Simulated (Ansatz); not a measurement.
**Sr2ReNiC6 in Ansatz, settings compared**

Input:

```yaml
crystal:
  lattice:
    - [0.0, 5.567711, 0.0]
    - [5.567711, 0.0, 0.0]
    - [2.783856, 2.783856, -3.975022]
  atoms:
    - { symbol: Re, position: [0.5, 0.5, 0.0] }
    - { symbol: Ni, position: [0.0, 0.0, 0.0] }
    - { symbol: C, position: [0.2277, 0.2861, 0.0] }
    - { symbol: C, position: [0.2861, 0.7723, 0.0] }
    - { symbol: C, position: [0.7723, 0.7139, 0.0] }
    - { symbol: C, position: [0.7139, 0.2277, 0.0] }
    - { symbol: C, position: [0.2571, 0.2571, 0.4858] }
    - { symbol: C, position: [0.7429, 0.7429, 0.5142] }
    - { symbol: Sr, position: [0.75, 0.25, 0.5] }
    - { symbol: Sr, position: [0.25, 0.75, 0.5] }
  symmetry: { tolerance: 0.0003 }
kpoints:
  mp_grid: { grid: [5, 5, 5], shift: [0, 0, 0] }
magnetization:
  spin_polarized: false
scf:
  occupations: { method: cold, width: 0.258 }
hamiltonian:
  pseudopotentials: { kind: paw }
  xc: r2scan
basis:
  ecutwfc: 500
output:
  forces: true
  stress: true
  eigenvalues: true
```

Launch command:

```bash
ansatz run input.yaml --threads 1 --pin off --max-ram 2560MiB --backend cpu --events-out ev --progress --plain --runs-dir out
```

Origin of the cell: a known structure type with other elements, at an estimated volume, so it need not be a known compound.

Output of this run (shortened):

```
Pseudopotentials: kind: paw
Pseudopotential: Re, paw, valence charge 15, recommended cutoff 500 eV (meta_gga), Re.paw.azcp
Pseudopotential: Ni, paw, valence charge 18, recommended cutoff 500 eV (meta_gga), Ni.paw.azcp
Pseudopotential: C, paw, valence charge 4, recommended cutoff 500 eV (meta_gga), C.paw.azcp
Pseudopotential: Sr, paw, valence charge 10, recommended cutoff 500 eV (meta_gga), Sr.paw.azcp
Functional definition: r2SCAN
  exchange = r2scan_x(k0 = k0, k1 = k1, a1 = a1)
  correlation = r2scan_c
Crystal: 10 atoms, lattice volume = 123.223 Å³
Basis set: ecut = 500 eV, 3127 PW (Γ), exchange–correlation on 180×180×180 points (64 copies of the dense FFT grid, shifted against one another)
Bands: 49, of which v1, the nominal top of the filled ones, is band 39 counted from 1 (38 counted from 0)
[… 15 lines left out …]
Initial density: superposition of atomic densities (neutral atoms: chi_scale 0, normalization atom), corrected by the library's trained network
Functional: x = r2scan, c = r2scan; τ floored in thin density (d = 2e-4 eV/Å³)
SCF iter   1: F=—  HF=-25332.031340 eV  Δρ=1.33e-2  dr2=2.75e-1  dr2_τ=5.91e-1
SCF iter   2: F=—  HF=-25332.275199 eV  S|Δr|=    0.00e0  Δρ=1.34e-2  dr2=2.09e-1  dr2_τ=1.07e-2  defer=14
SCF iter   3: F=—  HF=-25332.292187 eV  S|Δr|=    0.00e0  Δρ=2.32e-2  dr2=4.99e-1  dr2_τ=3.59e-3  defer=14  recentre
SCF iter   4: F=—  HF=-25332.259927 eV  S|Δr|=    0.00e0  Δρ=2.99e-3  dr2=1.25e-2  dr2_τ=8.84e-4  defer=16
SCF iter   5: F=—  HF=-25332.257857 eV  S|Δr|=    0.00e0  Δρ=1.75e-3  dr2=2.93e-3  dr2_τ=6.66e-5  defer=17
SCF iter   6: F=—  HF=-25332.257866 eV  S|Δr|=    0.00e0  Δρ=5.59e-4  dr2=3.03e-4  dr2_τ=9.55e-6  defer=17
SCF iter   7: F=—  HF=-25332.257878 eV  S|Δr|=    0.00e0  Δρ=3.13e-4  dr2=1.18e-4  dr2_τ=3.84e-6  defer=17
SCF iter   8: F=—  HF=-25332.257884 eV  S|Δr|=    0.00e0  Δρ=2.97e-4  dr2=9.93e-5  dr2_τ=1.36e-6  defer=17
SCF iter   9: F=—  HF=-25332.258049 eV  S|Δr|=    0.00e0  Δρ=7.57e-5  dr2=6.60e-6  dr2_τ=4.96e-8  defer=17
SCF iter  10: F=—  HF=-25332.258049 eV  S|Δr|=    0.00e0  Δρ=4.62e-5  dr2=1.99e-6  dr2_τ=1.82e-8  defer=17
SCF iter  11: F=-25332.258049 eV  HF=-25332.258049 eV  S|Δr|=    0.00e0  Δρ=5.78e-6  dr2=5.30e-8  dr2_τ=9.05e-9
SCF 1 converged in 11 iterations: F = -25332.258049 eV  dr2 = 5.30e-8
SCF converged after 11 iterations
Stability not checked: this state was not tested for a lower state beside it, because cold or Methfessel-Paxton smearing, or corrected tetrahedra, fill the levels in a way that the test cannot read (fill_not_monotonic; […]
Free energy (F): -25332.258049 eV
Harris-Foulkes:  -25332.258049 eV  (|F-HF|=3.50e-8)
Internal energy: -25332.236748 eV  (E = F + TS)
E sigma→0 (E₀):  -25332.250948 eV
Entropy (-TS):   -0.021301 eV (-2.130 meV/atom)
Fermi energy:    12.134075 eV
--- Per-component energies (eV) ---
  E_band       = -698.048926
  E_kinetic    = 1830.705855
  E_local      = -7726.686609  (includes V_loc(G=0)·N_el)
  E_nonlocal   = 1244.980375
  E_hartree    = 2945.315188
  E_xc         = -1075.689067
  E_vxc        = -1202.003529  (∫ρ·V_xc dr)
  E_paw        = -16354.433244  (= ΣΔE_a)
  E_vpaw       = -801.216723  (= ΣTr[D̂ρ^β])
  E_aug_tail   = 0.000189  (compensation charges beyond the density's cutoff)
  E_vtau       = 65.543556  (kinetic-family band-sum trace: ∫τ·v_τ [+ j·A + Jᵃ·Aᵃ] dr)
  E_ewald      = -6195.217780
  E_core_change = -1.211655  (= ΣΔE_core)
  E_smearing   = -0.021301  (= −TS)
  Σ components = -25332.258049   (vs F -25332.258049, Δ=0.00e0)
--- Forces (eV/Å), atoms counted from 1 ---
[… 5 lines left out …]
  atom   6  C     -1.835274     2.338021     0.000000
  atom   7  C      0.000000     0.000000    -2.939012
  atom   8  C     -0.000000    -0.000000     2.939012
  atom   9  Sr    -0.000000    -0.000000     0.000000
  atom  10  Sr     0.000000     0.000000    -0.000000
  max |Σ_I F_I| component: 8.88e-16 eV/Å
--- Stress (GPa, compression-positive) ---
       13.117455       0.000005      -0.000000
       -0.000005      13.117455      -0.000000
       -0.000000      -0.000000      14.184528
  P = ⅓ Tr σ = 13.4731 GPa (134.731 kbar)
```

The same input was run again with these changes:

1. `hamiltonian.pseudopotentials` { kind: paw } → { kind: paw, source: jth }; `hamiltonian.hubbard` default → { sites: [{ species: Re, l: d, u_eff: 6.0 }], double_counting: fll }
2. `crystal.symmetry` { tolerance: 0.0003 } → { detect: false }; `basis.xc_grid` default → 4; `scf.lower_state_search` default → standard
3. `basis.xc_grid` default → 4
4. `scf.occupations.method` cold → fermi_dirac; `scf.occupations.width` 0.258 → 0.05

```tsv
run	end	SCF iterations	P (GPa)	max force component (eV/Å)	moment (μB)	ΔE(σ→0) (meV/atom)
base	converged	11	13.47	2.939	–	0
1	converged	12	13.45	2.886	–	–
2	converged	11	13.47	2.939	–	0.00
3	converged	11	13.47	2.939	–	0.00
4	converged	11	13.50	2.927	–	-0.04
```

Energies are compared only where functional, datasets, charge and starting cell are the same.

Caveats of the base run: no spin polarisation, so a magnetic state may lie lower; no spin-orbit coupling, though heavy elements are present; the k mesh is coarse if the cell is a metal; wide smearing.

Run 1: the cutoff lies below the datasets' advice.

Time of the base run: 18 s on 1 thread of Arm Neoverse V2, on a shared host, peak memory 0.86 GiB, from the program's own first density.
